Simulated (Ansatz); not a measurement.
A relaxation computed with Ansatz, from input to last step.

```yaml
crystal:
  lattice:
    - [4.8597845771, 0.0, 0.0]
    - [-2.4298922885, 4.2086969007, 0.0]
    - [0.0, 0.0, 6.6690996916]
  atoms:
    - { symbol: Ta, position: [0.5, 0.0, 0.5] }
    - { symbol: Ta, position: [0.5, 0.5, 0.8333333333] }
    - { symbol: Ta, position: [0.0, 0.5, 0.1666666667] }
    - { symbol: Si, position: [0.1591978707, 0.3183957414, 0.5] }
    - { symbol: Si, position: [0.8408021293, 0.1591978707, 0.8333333333] }
    - { symbol: Si, position: [0.6816042586, 0.8408021293, 0.1666666667] }
    - { symbol: Si, position: [0.8408021293, 0.6816042586, 0.5] }
    - { symbol: Si, position: [0.1591978707, 0.8408021293, 0.8333333333] }
    - { symbol: Si, position: [0.3183957414, 0.1591978707, 0.1666666667] }
basis:
  ecutwfc: 420
kpoints:
  mp_grid: { grid: [12, 12, 6] }
hamiltonian:
  xc: pbesol
scf:
  occupations: { method: gaussian, width: 0.1 }
output:
  forces: true
  stress: true
  eigenvalues: true
  write_density: true
  write_potential: true
  elf: true
  volumetric_format: npy
relax:
  adjacent_minimum: "off"
  f_tol: 0.01
  max_steps: 30
  cell: { stress_tol: 0.1, fix: [volume] }
```

```bash
ansatz run input.yaml --threads 2 --pin off --max-ram 5120MiB --backend cpu --events-out ev --progress --plain --runs-dir out
```

All numbers below come from Ansatz 0.2.0, DFT PBEsol, scalar-relativistic, plane waves, PAW.

The volume is held at 1.06 times that of the relaxed cell.

Of 4 frames 3 are shown, positions in Å and forces in eV/Å; the SCF threshold varies from step to step. Steps run on the plane waves of an earlier cell, with a Pulay correction in the pressure. The basis is chosen afresh for the last frame, the zero of the energies, and at times for earlier ones too; energy and pressure can step there, also at an unchanged geometry. Where two frames share a geometry here, they differ by under 2 meV/atom and 0.3 GPa.

```xyz
9
Lattice="4.8598 0.0000 0.0000 -2.4299 4.2087 0.0000 0.0000 0.0000 6.6691" Properties=species:S:1:pos:R:3:forces:R:3 pbc="T T T" step=1 free_energy_over_end_meV_per_atom=0.12 pressure_GPa=-10.10
Ta    2.4299    0.0000    3.3346    0.0000    0.0000    0.0000
Ta    1.2149    2.1043    5.5576    0.0000    0.0000    0.0000
Ta   -1.2149    2.1043    1.1115    0.0000    0.0000    0.0000
Si    0.0000    1.3400    3.3346    0.0000    0.0055    0.0000
Si    3.6993    0.6700    5.5576   -0.0048    0.0027    0.0000
Si    1.2694    3.5387    1.1115   -0.0048   -0.0027    0.0000
Si    2.4299    2.8687    3.3346    0.0000   -0.0055    0.0000
Si   -1.2694    3.5387    5.5576    0.0048   -0.0027    0.0000
Si    1.1605    0.6700    1.1115    0.0048    0.0027    0.0000
9
Lattice="4.8681 0.0000 0.0000 -2.4340 4.2159 0.0000 0.0000 0.0000 6.6464" Properties=species:S:1:pos:R:3:forces:R:3 pbc="T T T" step=2 free_energy_over_end_meV_per_atom=0.02 pressure_GPa=-9.98
Ta    2.4340    0.0000    3.3232    0.0000    0.0000    0.0000
Ta    1.2170    2.1079    5.5386    0.0000    0.0000    0.0000
Ta   -1.2170    2.1079    1.1077    0.0000    0.0000    0.0000
Si    0.0000    1.3421    3.3232    0.0000   -0.0056    0.0000
Si    3.7058    0.6711    5.5386    0.0048   -0.0028    0.0000
Si    1.2717    3.5448    1.1077    0.0048    0.0028    0.0000
Si    2.4340    2.8738    3.3232    0.0000    0.0056    0.0000
Si   -1.2717    3.5448    5.5386   -0.0048    0.0028    0.0000
Si    1.1623    0.6711    1.1077   -0.0048   -0.0028    0.0000
9
Lattice="4.8657 0.0000 0.0000 -2.4328 4.2138 0.0000 0.0000 0.0000 6.6529" Properties=species:S:1:pos:R:3:forces:R:3 pbc="T T T" step=4 free_energy_over_end_meV_per_atom=0.00 pressure_GPa=-10.01
Ta    2.4328    0.0000    3.3265    0.0000    0.0000    0.0000
Ta    1.2164    2.1069    5.5441    0.0000    0.0000    0.0000
Ta   -1.2164    2.1069    1.1088    0.0000    0.0000    0.0000
Si    0.0000    1.3414    3.3265    0.0000   -0.0005    0.0000
Si    3.7040    0.6707    5.5441    0.0004   -0.0002    0.0000
Si    1.2712    3.5431    1.1088    0.0004    0.0002    0.0000
Si    2.4328    2.8725    3.3265    0.0000    0.0005    0.0000
Si   -1.2712    3.5431    5.5441   -0.0004    0.0002    0.0000
Si    1.1616    0.6707    1.1088   -0.0004   -0.0002    0.0000
```

The run took 88 s on 2 threads of Arm Neoverse V2, on a shared host, peak memory 0.6 GiB.

Spin–orbit coupling is left out, which can shift energies with elements as heavy as these.